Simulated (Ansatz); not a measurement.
## Ga4SbAs3: stable or not

It was reached by relaxing an invented guess, and it needn't be the stable form of this composition.

Computed with Ansatz 0.2.0, DFT PBE, scalar-relativistic, plane waves, PAW. Settings of the last relaxation (8-atom cell): 420 eV, 10×10×4 k points, Gaussian smearing of 0.10 eV, no spin polarisation.

```yaml
crystal:
  lattice:
    - [4.14844, 0.00000, 0.00000]
    - [0.00000, 4.14844, 0.00000]
    - [0.00000, 0.00000, 11.72929]
  atoms:
    - { symbol: Ga, position: [0.50000, 0.00000, 0.63853] }
    - { symbol: Ga, position: [0.00000, 0.50000, 0.87965] }
    - { symbol: Ga, position: [0.50000, 0.00000, 0.12036] }
    - { symbol: Ga, position: [0.00000, 0.50000, 0.36147] }
    - { symbol: Sb, position: [0.00000, 0.00000, 0.50000] }
    - { symbol: As, position: [0.00000, 0.00000, 0.00000] }
    - { symbol: As, position: [0.50000, 0.50000, 0.24097] }
    - { symbol: As, position: [0.50000, 0.50000, 0.75904] }
```

The zero of energy is the elements' standard structures at the same level; no fitted shifts are applied.

Problem. These tests were run: energy against the elements; random kick, then relaxation without symmetry; phonons on a 2×2×1 q mesh. What do they show?

Solution.

```
                                         test                                                                                    result
                  energy against the elements                                                                             −0.28 eV/atom
random kick, then relaxation without symmetry                                                                                   returns
                    phonons on a 2×2×1 q mesh  no imaginary mode on the mesh, but the interpolation dips to 17i cm⁻¹ between its points
```

It fails none of these tests outright. Other phases of the system weren't compared here, so this isn't yet thermodynamic stability. Undecided: phonons on a 2×2×1 q mesh (too near zero for this accuracy).

Spin–orbit coupling, which can matter for Sb, is left out. The reference form of As is held partly by dispersion forces, which this level lacks. The kick test ran on a coarse mesh. The run for the phonons used a 10×10×4 k mesh and Fermi–Dirac smearing of 0.15 eV.
